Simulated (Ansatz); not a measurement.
CdS:
```cif
data_Cd2S2
_chemical_formula_sum 'Cd2 S2'
_space_group_name_H-M_alt 'P63mc'
_space_group_IT_number 186
_space_group_name_Hall 'P 6c -2c'
_cell_length_a 4.19660
_cell_length_b 4.19660
_cell_length_c 6.82843
_cell_angle_alpha 90.000
_cell_angle_beta 90.000
_cell_angle_gamma 120.000
loop_
_atom_site_label
_atom_site_type_symbol
_atom_site_symmetry_multiplicity
_atom_site_Wyckoff_symbol
_atom_site_fract_x
_atom_site_fract_y
_atom_site_fract_z
_atom_site_occupancy
Cd1 Cd 2 b 0.66667 0.33333 0.00089 1
S1 S 2 b 0.33333 0.66667 0.12431 1
```

Relaxed with PBE.

### Question
Decompose the optical modes at the zone centre into irreducible representations, and say which are infrared and Raman allowed.

### Answer
Point group 6mm: Γ_opt = A1 + 2B1 + E1 + 2E2. Infrared: A1, E1. Raman: A1, E1, E2.

### Question
Assign frequencies (DFPT, the program Ansatz at the PBE level (PAW); without the LO–TO term).

### Answer
E2 43, B1 129, A1 212, E1 219, E2 231, B1 280 cm⁻¹.

Subscripts of B labels follow the axes of the standard setting.

Space group P6_3mc (wurtzite). Symmetry was held in the PBE relaxation; phonons on a q-mesh show no instability.

Potentials: the later of the program's two PAW sets.
